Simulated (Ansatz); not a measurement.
The cell below belongs to a search over invented structures; it isn't taken from experiment.

Input and command of a plane-wave DFT calculation in Ansatz:

```yaml
crystal:
  lattice:
    - [0.0, 5.27, 5.27]
    - [5.27, 0.0, 5.27]
    - [5.27, 5.27, 0.0]
  atoms:
    - { symbol: Ba, position: [0.75, 0.75, 0.75] }
    - { symbol: Mg, position: [0.0, 0.0, 0.0] }
    - { symbol: Sc, position: [0.5, 0.5, 0.5] }
    - { symbol: C, position: [0.81214421, 0.18785579, 0.18785579] }
    - { symbol: C, position: [0.18785579, 0.18785579, 0.81214421] }
    - { symbol: C, position: [0.81214421, 0.18785579, 0.81214421] }
    - { symbol: C, position: [0.18785579, 0.81214421, 0.81214421] }
    - { symbol: C, position: [0.81214421, 0.81214421, 0.18785579] }
    - { symbol: C, position: [0.18785579, 0.81214421, 0.18785579] }
    - { symbol: "N", position: [0.70113852, 0.29886148, 0.29886148] }
    - { symbol: "N", position: [0.29886148, 0.29886148, 0.70113852] }
    - { symbol: "N", position: [0.70113852, 0.29886148, 0.70113852] }
    - { symbol: "N", position: [0.29886148, 0.70113852, 0.70113852] }
    - { symbol: "N", position: [0.70113852, 0.70113852, 0.29886148] }
    - { symbol: "N", position: [0.29886148, 0.70113852, 0.29886148] }
basis:
  ecutwfc: 420
kpoints:
  mp_grid: { grid: [4, 4, 4] }
hamiltonian:
  xc: pbe
scf:
  occupations: { method: gaussian, width: 0.1 }
  lower_state_search: "off"
output:
  forces: true
  stress: true
  eigenvalues: true
relax:
  adjacent_minimum: "off"
  f_tol: 0.04
  max_steps: 70
  cell: { stress_tol: 0.4 }
```

```bash
ansatz run input.yaml --threads 1 --pin off --max-ram 2560MiB --backend cpu --events-out ev --progress --plain --runs-dir out
```

Processor: Intel(R) Xeon(R) Platinum 8175M CPU @ 2.50GHz (Skylake/Cascade Lake), 1 thread, on a host shared with other jobs.

How long does it run, and how much memory does it take?

About 110 s, peak memory 0.68 GiB. It solves 58 bands at 8 k points (after reduction by symmetry) with about 6855 plane waves (on the last cell), in 55 SCF iterations over 7 ionic steps.
